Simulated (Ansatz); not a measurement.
Zr2SiN:
```cif
data_N2Si2Zr4
_chemical_formula_sum 'Zr4 Si2 N2'
_space_group_name_H-M_alt 'P63/mmc'
_space_group_IT_number 194
_space_group_name_Hall '-P 6c 2c'
_cell_length_a 3.26239
_cell_length_b 3.26239
_cell_length_c 13.41913
_cell_angle_alpha 90.000
_cell_angle_beta 90.000
_cell_angle_gamma 120.000
loop_
_atom_site_label
_atom_site_type_symbol
_atom_site_symmetry_multiplicity
_atom_site_Wyckoff_symbol
_atom_site_fract_x
_atom_site_fract_y
_atom_site_fract_z
_atom_site_occupancy
Zr1 Zr 4 f 0.33333 0.66667 0.09579 1
Si1 Si 2 d 0.66667 0.33333 0.25000 1
N1 N 2 a 0.00000 0.00000 0.00000 1
```

Relaxed with r²SCAN.

### Question
Which orbitals make up the states near the Fermi level in r²SCAN (plane waves, PAW; program Ansatz)?

### Answer
Within 0.5 eV of the Fermi level: Zr 4d 71 %, Si 3p 18 %. Projections are on Löwdin-orthogonalised atomic valence shells; empty p or d shells of many metals are not among them.

### Question
Tabulate the density of states.

### Answer
States/eV per cell of 8 atoms, in 0.25 eV bins, energy from the Fermi level.

```csv
E (eV),total,Zr 4d,N 2p,Si 3p
-7.85,1.36,0.30,0.05,0.13
-7.60,1.81,0.44,0.07,0.12
-7.35,1.94,0.51,0.06,0.08
-7.10,1.11,0.34,0.05,0.03
-6.85,0.30,0.08,0.11,0.03
-6.60,1.40,0.43,0.62,0.11
-6.35,4.39,1.27,2.17,0.21
-6.10,6.75,1.82,3.61,0.26
-5.85,3.08,0.79,1.70,0.11
-5.60,3.87,1.07,2.32,0.07
-5.35,11.16,3.05,7.03,0.25
-5.10,16.04,4.40,10.63,0.30
-4.85,1.05,0.31,0.72,0.00
-4.60,0.18,0.03,0.01,0.11
-4.35,0.60,0.12,0.06,0.36
-4.10,1.51,0.32,0.17,0.90
-3.85,3.05,0.75,0.28,1.79
-3.60,1.73,0.49,0.12,0.92
-3.35,2.35,0.73,0.15,1.15
-3.10,3.81,1.26,0.31,1.78
-2.85,9.48,3.66,0.63,4.35
-2.60,5.28,2.09,0.34,2.42
-2.35,3.54,2.03,0.12,1.17
-2.10,3.65,2.48,0.08,0.91
-1.85,2.98,2.13,0.06,0.64
-1.60,2.16,1.62,0.05,0.39
-1.35,1.94,1.50,0.05,0.30
-1.10,2.51,1.97,0.06,0.32
-0.85,2.93,2.28,0.08,0.40
-0.60,2.59,1.91,0.09,0.45
-0.35,2.83,2.05,0.11,0.51
-0.10,3.07,2.15,0.15,0.58
0.15,3.27,2.28,0.18,0.62
0.40,4.17,2.97,0.23,0.75
0.65,3.89,2.78,0.28,0.62
0.90,4.25,2.81,0.42,0.72
1.15,5.72,3.84,0.58,0.89
1.40,4.28,3.12,0.34,0.49
1.65,3.89,2.99,0.25,0.36
1.90,5.40,4.09,0.38,0.38
2.15,4.87,3.69,0.33,0.30
2.40,4.67,3.55,0.31,0.37
2.65,6.60,5.01,0.49,0.53
2.90,6.61,5.05,0.49,0.47
3.15,6.85,5.22,0.56,0.42
3.40,7.07,5.13,0.44,0.62
3.65,5.52,3.84,0.34,0.59
3.90,5.03,3.49,0.34,0.49
4.15,5.37,3.69,0.39,0.42
```

Space group P6_3/mmc. The start of the workflow was typed in or built on a structure type; neither database checked (COD, Materials Project) lists it. Its standing as an ambient phase is unchecked. The r²SCAN relaxation kept the symmetry of its start; its stability against distortions is not shown here. No spin polarisation was allowed. Scalar-relativistic: spin–orbit coupling is off unless named, which matters more the heavier the elements.

Potentials: the earlier of the program's two PAW sets.
